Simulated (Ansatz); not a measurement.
ScPtN2:
Space group R-3m, hexagonal axes (No. 166); a = 3.2415 Å, b = 3.2415 Å, c = 17.9164 Å, α = 90.00°, β = 90.00°, γ = 120.00°

```tsv
atom	site	symmetry	x	y	z
Sc	3b	-3m	0.0000	0.0000	0.5000
Pt	3a	-3m	0.0000	0.0000	0.0000
N	6c	3m	0.0000	0.0000	0.1045
```
(The calculation used a cell of 4 atoms; values per cell refer to that cell.)

Relaxed at zero pressure with the program Ansatz at the r²SCAN level (PAW).

Problem. The volume is lowered by 9 % and shape and atoms relax at that volume. What pressure results, and how do the axes share the change?

Solution. 13.6 GPa; a -5.1 %, b -5.1 %, c 1.0 %; the energy rises by 48 meV/atom.

Problem. Give the new structure.

Solution. 
Space group R-3m, hexagonal axes (No. 166); a = 3.0767 Å, b = 3.0767 Å, c = 18.0966 Å, α = 90.00°, β = 90.00°, γ = 120.00°

| atom | site | symmetry | x | y | z |
|---|---|---|---|---|---|
| Sc | 3b | -3m | 0.0000 | 0.0000 | 0.5000 |
| Pt | 3a | -3m | 0.0000 | 0.0000 | 0.0000 |
| N | 6c | 3m | 0.0000 | 0.0000 | 0.1029 |

The phase is kept; no other phase was compared at this pressure.

The start of the workflow was typed in or built on a structure type; neither database checked (COD, Materials Project) lists it. Whether it is the stable phase at ambient conditions was not checked. Symmetry was held in the r²SCAN relaxation; its stability against distortions is not shown here. The run is not spin-polarised. Scalar-relativistic: spin–orbit coupling is off unless named, which matters more the heavier the elements.

Potentials: the earlier of the program's two PAW sets. The files were generated under PBE; for other functionals the program regenerates the frozen cores, and for LDA and PBEsol the local potential too.
